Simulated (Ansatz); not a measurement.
BeS:
```
BeS
1.0
    3.30064     0.00000     0.00000
   -1.65032     2.85844     0.00000
    0.00000     0.00000     5.24700
Be S
2 2
Direct
  0.00000   0.00000   0.00000
  0.00000   0.00000   0.50000
  0.33333   0.66667   0.25000
  0.66667   0.33333   0.75000
```

Relaxed with PBE. Special points in fractions of this cell's reciprocal vectors: Γ (0.000, 0.000, 0.000); M (0.500, 0.000, 0.000); K (0.333, 0.333, 0.000); A (0.000, 0.000, 0.500); L (0.500, 0.000, 0.500); H (0.333, 0.333, 0.500).

### Question
List the band energies nearest the valence-band maximum at these points for the program Ansatz at the PBE level (PAW).

### Answer
In eV from the valence-band maximum; about four levels below and three above (degenerate sets whole), none deeper than 8.9 eV; points with the same levels are listed once.

```json
[
 {"k": "Γ", "below": "-0.82 -0.82 -0.78 -0.78 0.00", "above": "3.42 4.77 5.73 5.73"},
 {"k": "M", "below": "-4.94 -3.46 -2.69 -0.64", "above": "3.09 3.80 3.88"},
 {"k": "K", "below": "-4.38 -4.38 -3.73 -3.73", "above": "1.44 7.52 7.52"},
 {"k": "A", "below": "-0.72 -0.72 -0.72 -0.72", "above": "4.29 4.29 5.15 5.15 5.15 5.15"},
 {"k": "L", "below": "-2.44 -2.44 -2.26 -2.26", "above": "3.12 3.12 4.42 4.42"},
 {"k": "H", "below": "-6.05 -6.05 -0.74 -0.74", "above": "3.87 3.87 4.52 4.52"}
]
```

Space group P6_3/mmc (NiAs type). A made-up cell: these elements were put on the sites of a structure type; neither database checked (COD, Materials Project) lists it. COD files the formula under space group No. 216, so this cell is another polymorph or a model. Its standing as an ambient phase is unchecked. The PBE relaxation kept the symmetry of its start; whether a distortion lowers the energy is not shown.

Potentials: the later of the program's two PAW sets.
